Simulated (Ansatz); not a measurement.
Y (hcp (Mg type), space group No. 194) under volume change, plane-wave PAW PBE (Ansatz code), shape and atoms relaxed at each volume.

| V (Å³/atom) | E − E(relaxed) (meV/atom) | P (GPa) |
|---|---|---|
| 29.945 | 38.3 | 4.37 |
| 30.932 | 16.4 | 2.76 |
| 31.919 | 3.9 | 1.31 |
| 32.906 | 0.0 | 0.00 |
| 33.894 | 3.7 | -1.16 |
| 34.881 | 14.1 | -2.19 |
| 35.868 | 30.4 | -3.09 |

Task: What does a third-order Birch–Murnaghan fit give for V₀, B₀ and B′?

Result: V₀ = 32.91 Å³/atom, B₀ = 40.8 GPa, B′ = 2.8.

Space group P6_3/mmc (hcp (Mg type)). Symmetry was held in the PBE relaxation. The workflow began spin-polarised and lost its moments.

Potentials: the earlier of the program's two PAW sets.
